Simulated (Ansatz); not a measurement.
**Is this SiGe2 structure a true minimum?**

The cell was found from a proposed guess, not taken from experiment.

These are results of Ansatz 0.2.0, DFT PBE, scalar-relativistic, plane waves, PAW, not measurements. Cutoff 420 eV; k points 12×12×4 on the computed 6-atom cell (Γ-centred); Gaussian smearing, width 0.02 eV; no spin polarisation.

The cell below (6 atoms, space group P-3m1 (No. 164)) is relaxed within its symmetry.

```yaml
crystal:
  lattice:
    - [3.99785, 0.00000, 0.00000]
    - [-1.99893, 3.46224, 0.00000]
    - [0.00000, 0.00000, 9.78686]
  atoms:
    - { symbol: Si, position: [0.00000, 0.00000, 0.12073] }
    - { symbol: Si, position: [0.00000, 0.00000, 0.87927] }
    - { symbol: Ge, position: [0.66667, 0.33333, 0.20187] }
    - { symbol: Ge, position: [0.66667, 0.33333, 0.45633] }
    - { symbol: Ge, position: [0.33333, 0.66667, 0.79813] }
    - { symbol: Ge, position: [0.33333, 0.66667, 0.54367] }
```

For the test a repeat of it with 12 atoms (edges 4.00, 4.00, 19.57 Å) was strained at random (σ = 1.5 % a component), the atoms were moved at random (σ = 0.10 Å), and all was relaxed again on a coarse 6×6×1 mesh (in the run’s order of axes) with 0.10 eV smearing, with no symmetry imposed.

Q: Does it come back?

A: It returns, within 1 meV/atom of the unmoved cell on that mesh and with the same symmetry when read at 0.1 Å. So it is stable against the distortions that fit this cell and that this random move excites. Modes that don't fit the cell aren't tested.
